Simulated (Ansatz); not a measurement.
The start is a generated cell, Te2Mo placed in the AFLOW prototype A2B_hP9_180_j_c (C8, as in SiO2). The cell and all atomic positions are relaxed at zero pressure with PBEsol (plane waves to 420 eV, PAW, scalar-relativistic; Ansatz, a program for electronic structure). First-step values are on the input's coarse k-mesh.

Ansatz input (later rounds restart from its end on a renewed k-mesh):
Ansatz 0.2 input:
```yaml
crystal:
  lattice:
    - [6.7029093, 0, 0]
    - [-3.3514547, 5.8048897, 0]
    - [0, 0, 7.3230796]
  atoms:
    - { symbol: Mo, position: [0.5, 0, 0.5] }
    - { symbol: Mo, position: [0.5, 0.5, 0.83333333] }
    - { symbol: Mo, position: [0, 0.5, 0.16666667] }
    - { symbol: Te, position: [0.2072, 0.4144, 0] }
    - { symbol: Te, position: [0.7928, 0.2072, 0.33333333] }
    - { symbol: Te, position: [0.5856, 0.7928, 0.66666667] }
    - { symbol: Te, position: [0.7928, 0.5856, 0] }
    - { symbol: Te, position: [0.2072, 0.7928, 0.33333333] }
    - { symbol: Te, position: [0.4144, 0.2072, 0.66666667] }
basis: { ecutwfc: 420, ecutrho_ratio: 4, xc_grid: 2, fft_grid_basis: typed }
kpoints: { mp_grid: { grid: [4, 4, 3] } }
hamiltonian:
  xc: pbesol
  dispersion: none
  pseudopotentials: { kind: paw }
scf: { occupations: { method: fermi_dirac, width: 0.05 } }
relax: { f_tol: 0.01, max_steps: 100, cell: { stress_tol: 0.02 } }
output: { forces: true, stress: true }
```

Problem. How much energy is released per atom?

Solution. About 2.5 eV/atom.

Problem. How does the volume change?

Solution. +64.1 %, from 31.66 to 51.95 Å³/atom.

Problem. How do the shortest distances between atoms change?

Solution. The closest pairs of elements (up to four, under 3.6 Å), start → end: Mo–Te 2.13 → 2.52 Å; Te–Te 3.43 → 4.05 Å.

Problem. What band gap does the relaxed structure have at this level?

Solution. Zero (metallic).

Problem. Write out the relaxed structure.

Solution. 
Space group P6₂22 (No. 180); a = b = 7.8171 Å, c = 8.8343 Å, α = β = 90.00°, γ = 120.00°

| atom | site | symmetry | x | y | z |
|---|---|---|---|---|---|
| Mo | 3d | 222 | 0.5000 | 0.0000 | 0.5000 |
| Te | 6i | ..2 | 0.2058 | 0.4117 | 0.0000 |

The space group stays P6₂22 (No. 180) (the run could not lower it); the end is AFLOW prototype A2B_hP9_180_j_c (C8, as in SiO2), with 9 atoms in the primitive cell. Final values are on a 7×7×6 k-mesh of the relaxed cell. The start holds a very short contact (Mo–Te 2.13 Å). No spin polarisation in the result.

The run could not lose the symmetry of its start: the end is stationary, and may be a saddle point rather than a minimum.

The relaxed structure here is a generated cell of Te2Mo: the first start was made by placing the elements on the sites of a structure type, and the end was not matched to a known phase here, so it may be hypothetical. Known forms of Te2Mo include space group No. 194.
